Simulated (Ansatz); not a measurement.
Here is the system:

WO₃:
```
CELL_PARAMETERS angstrom
      3.79963     0.00000     0.00000
      0.00000     3.79963     0.00000
      0.00000     0.00000     3.79963
ATOMIC_POSITIONS crystal
  W  0.00000 0.00000 0.00000
  O  0.00000 0.00000 0.50000
  O  0.50000 0.00000 0.00000
  O  0.00000 0.50000 0.00000
```

This is the PBEsol-relaxed structure.

### Question
All from PBEsol in the plane-wave PAW code Ansatz, unless another level is named. Predict the electron effective mass, band 2 of 3 at the edge.

### Answer
0.16 along [100], 0.27 along [110], 0.22 along [111] (mₑ).

### Question
Next, the gap with spin–orbit coupling?

### Answer
0.40 eV.

### Question
Next, the HSE06 gap on the PBEsol cell?

### Answer
1.72 eV.

### Question
Give the weight of the valence-edge state by species (Voronoi cells).

### Answer
O 99 %.

### Question
And the valence-band maximum?

### Answer
at R.

### Question
Predict the conduction-band minimum.

### Answer
at Γ.

Space group Pm-3m (ReO3 type). The workflow started from a Materials Project entry (that database holds measured and hypothetical structures alike); the Crystallography Open Database copy checked does not list it. COD files the formula under space group No. 2, 14, 62, 129, 130, 191, so this cell is another polymorph or a model. Whether it is the stable phase at ambient conditions was not checked. The cell was relaxed with PBEsol under the symmetry of its start. At this level the phase is dynamically unstable (imaginary phonons). No spin polarisation was allowed. No Hubbard U is applied. Spin–orbit coupling is left out wherever it is not named.

Potentials: the earlier of the program's two PAW sets.
